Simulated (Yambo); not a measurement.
**Optical response of CsCaF$_{3}$**

```
CELL_PARAMETERS angstrom
      4.52053     0.00000     0.00000
      0.00000     4.52053     0.00000
      0.00000     0.00000     4.52053
ATOMIC_POSITIONS crystal
  F  0.00000 0.50000 0.50000
  F  0.50000 0.00000 0.50000
  F  0.50000 0.50000 0.00000
  Ca 0.50000 0.50000 0.50000
  Cs 0.00000 0.00000 0.00000
```

Yambo, RPA with local fields on PBEsol bands; 4×4×4 mesh, 148 bands, 3 Ry local-field block, 0.2 eV broadening; field along x.

```
E (eV)  Im ε  Re ε  Im ε, independent particles
------  ----  ----  ---------------------------
0.0     0.00  2.29                         0.00
0.5     0.00  2.30                         0.00
1.0     0.00  2.30                         0.00
1.5     0.01  2.31                         0.01
2.0     0.01  2.33                         0.01
2.5     0.01  2.35                         0.01
3.0     0.01  2.38                         0.01
3.5     0.02  2.41                         0.02
4.0     0.02  2.46                         0.02
4.5     0.02  2.51                         0.03
5.0     0.03  2.58                         0.04
5.5     0.04  2.67                         0.05
6.0     0.06  2.79                         0.06
6.5     0.09  2.97                         0.10
7.0     0.25  3.14                         0.26
7.5     0.27  3.46                         0.28
8.0     0.76  3.68                         0.79
8.5     1.27  4.17                         1.35
9.0     3.00  4.32                         3.36
9.5     3.21  2.19                         3.40
10.0    2.53  1.55                         2.69
10.5    1.94  1.06                         2.02
11.0    1.25  1.53                         1.46
11.5    1.87  1.82                         2.23
12.0    1.98  1.47                         2.66
12.5    1.83  1.25                         3.19
13.0    1.55  0.85                         3.02
13.5    1.15  1.11                         2.34
14.0    1.18  1.18                         2.13
14.5    1.30  1.13                         2.67
15.0    1.14  1.22                         2.54
15.5    1.19  1.20                         1.89
16.0    1.27  1.19                         1.88
16.5    1.25  1.08                         1.44
17.0    1.24  1.13                         1.56
17.5    1.34  1.21                         1.29
18.0    1.61  0.76                         0.92
18.5    1.06  0.75                         0.88
19.0    1.13  0.82                         0.61
19.5    1.12  0.80                         0.57
20.0    1.15  0.41                         0.54
```

Peak heights and small wiggles depend on the k mesh. Convergence of the RPA response with its 4×4×4 mesh was not tested. No excitonic effects at this level.

The cell is held in this high symmetry; tilts and polar distortions were not searched.

Geometry of the Materials Project entry, not relaxed at this level.

The structure is a Materials Project entry; no match was found in the copy of COD used, and its stability was not checked.
